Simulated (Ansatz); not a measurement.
Na (diamond, space group No. 227) under volume change, the program Ansatz at the PBE level (PAW), scaled uniformly.

```
V (Å³/atom)  E − E(relaxed) (meV/atom)  P (GPa)
-----------  -------------------------  -------
49.522                             4.9     0.34
51.154                             2.1     0.21
52.787                             0.5     0.10
54.419                             0.0     0.01
56.052                             0.4    -0.08
57.684                             1.6    -0.15
59.317                             3.4    -0.22
```

Q: What does a third-order Birch–Murnaghan fit give for V₀, B₀ and B′?

A: V₀ = 54.53 Å³/atom, B₀ = 3.0 GPa, B′ = 3.4.

Space group Fd-3m (diamond). A made-up cell: these elements were put on the sites of a structure type; neither database checked (COD, Materials Project) lists it. It is not the phase usual at ambient conditions (space group No. 229). The cell was relaxed with PBE under the symmetry of its start. At this level the phase is dynamically unstable (imaginary phonons).

Potentials: the later of the program's two PAW sets.
